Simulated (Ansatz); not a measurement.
Relaxation of a generated cell, NbAs placed in the CoSn structure type; 6 atoms in the cell, which starts as P6/mmm (No. 191), hP6; a = b = 5.661 Å, c = 4.568 Å, α = β = 90.00°, γ = 120.00°. Method: PBEsol (plane waves to 420 eV, PAW, scalar-relativistic; Ansatz, an electronic-structure program). Γ-centred k-mesh 5×5×5 on the run's cell (coarser than for final values), Fermi–Dirac smearing 0.05 eV. This is the first round of the run. 

The optimiser's lines from the output (shortened; P is positive under compression):

```
relax step   1: F+E_penalty+E_count = -27926.79769035 eV  Δ(F+E_penalty+E_count) = +0.000e0 eV  max|allowed force component| = 4.530e-18 eV/Å  Δτ_max = 0.0000 Å  P = -11.985 GPa  Ω = 126.766 Å³  (7 SCF iters, dr2 threshold 1.00e-7 eV, accepted)
relax step   2: F+E_penalty+E_count = -27927.44348685 eV  Δ(F+E_penalty+E_count) = -6.458e-1 eV  max|allowed force component| = 6.939e-18 eV/Å  Δτ_max = 0.0000 Å  P = -1.685 GPa  Ω = 115.456 Å³  (6 SCF iters, dr2 threshold 6.00e-7 eV, accepted)
relax step   3: F+E_penalty+E_count = -27927.51398438 eV  Δ(F+E_penalty+E_count) = -7.050e-2 eV  max|allowed force component| = 6.867e-19 eV/Å  Δτ_max = 0.0000 Å  P = +1.632 GPa  Ω = 112.922 Å³  (6 SCF iters, dr2 threshold 6.00e-7 eV, accepted)
relax step   4: F+E_penalty+E_count = -27927.52359694 eV  Δ(F+E_penalty+E_count) = -9.613e-3 eV  max|allowed force component| = 1.446e-19 eV/Å  Δτ_max = 0.0000 Å  P = -0.224 GPa  Ω = 114.255 Å³  (5 SCF iters, dr2 threshold 6.00e-7 eV, accepted)
relax step   5: F+E_penalty+E_count = -27927.52375636 eV  Δ(F+E_penalty+E_count) = -1.594e-4 eV  max|allowed force component| = 1.446e-19 eV/Å  Δτ_max = 0.0000 Å  P = -0.003 GPa  Ω = 114.088 Å³  (3 SCF iters, dr2 threshold 2.37e-7 eV, accepted)
relax step   6: F+E_penalty+E_count = -27927.52232246 eV  Δ(F+E_penalty+E_count) = +1.434e-3 eV  max|allowed force component| = 2.891e-19 eV/Å  Δτ_max = 0.0000 Å  P = -0.005 GPa  Ω = 114.088 Å³  stress off target by 9.61e-3 GPa  SCF on the basis re-selected at this cell (its energy is not comparable with the rows above)  (6 SCF iters)
```

From the first to the last row the energy changes by -0.12 eV/atom and the volume by -10.0 %. The last row is marked as not comparable with the walk above it, whose basis was carried along; it does compare with step 1, since both stand on a basis selected at the nominal cutoff for their own cell.

Later rounds, restarted from the end of this one on a renewed k-mesh, logged 8 more steps and released under 0.01 eV/atom more. The final structure after all rounds: P6/mmm (No. 191), hP6, AFLOW prototype AB_hP6_191_f_ad (B35, as in CoSn); a = 5.5929 Å, b = 5.5929 Å, c = 4.2168 Å, α = 90.00°, β = 90.00°, γ = 120.00°. Between re-selections the logged energies stand on a plane-wave basis carried along with the cell. No spin polarisation in the result.

The run could not lose the symmetry of its start, so the end can be a saddle point.

All atoms sit on sites fixed by symmetry, so only the cell could relax.

The relaxed structure here is a generated cell of NbAs: the first start was made by placing the elements on the sites of a structure type, and the end was not matched to a known phase here, so it may be hypothetical.
